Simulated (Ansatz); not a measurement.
## Straining Al$_{2}$GaN$_{3}$

Level of theory: DFT PBEsol, scalar-relativistic, plane waves, PAW (Ansatz 0.2.0). Run with 420 eV cutoff, 8×8×4 k-mesh, Gaussian smearing of 0.02 eV, no spin polarisation.

The relaxed crystal:

```xyz
12
Lattice="5.7432 -1.5679 0.0009 5.7432 1.5679 0.0009 -1.8962 0.0000 7.1753" Properties=species:S:1:pos:R:3 pbc="T T T"
Al   10.1075    0.0000    2.7946
Al    8.7378    0.0000    5.5747
Al    1.7202    0.0000    3.1899
Al    6.1497    0.0000    0.8120
Ga    3.0734    0.0000    0.4140
Ga    5.6340    0.0000    5.1802
N     1.3447    0.0000    1.3277
N     3.9160    0.0000    6.1175
N     8.4230    0.0000    3.6972
N     7.0704    0.0000    6.4716
N     0.0238    0.0000    4.0521
N     4.4900    0.0000    1.7443
```

Deformation: all cell vectors scaled alike, the atoms relaxed, all within the symmetry that the strain leaves. Energies are extrapolated to zero smearing. Gaps are Kohn–Sham gaps over the whole zone.

Give the structure at -4.0 %.

```xyz
12
Lattice="5.5135 -1.5052 0.0009 5.5135 1.5052 0.0009 -1.8204 0.0000 6.8883" Properties=species:S:1:pos:R:3 pbc="T T T"
Al    9.7064    0.0000    2.6820
Al    8.3913    0.0000    5.3480
Al    1.6584    0.0000    3.0617
Al    5.9006    0.0000    0.7811
Ga    2.9463    0.0000    0.3995
Ga    5.4050    0.0000    4.9734
N     1.2850    0.0000    1.2762
N     3.7564    0.0000    5.8764
N     8.0894    0.0000    3.5479
N     6.7894    0.0000    6.2106
N     0.0279    0.0000    3.8876
N     4.3071    0.0000    1.6765
```
Space group Cm (8), 108.2 meV/atom over the relaxed crystal.

Cost: 5 runs of about 15 core-minutes in all, on AMD EPYC 7R43 (Zen 3) (shared hosts).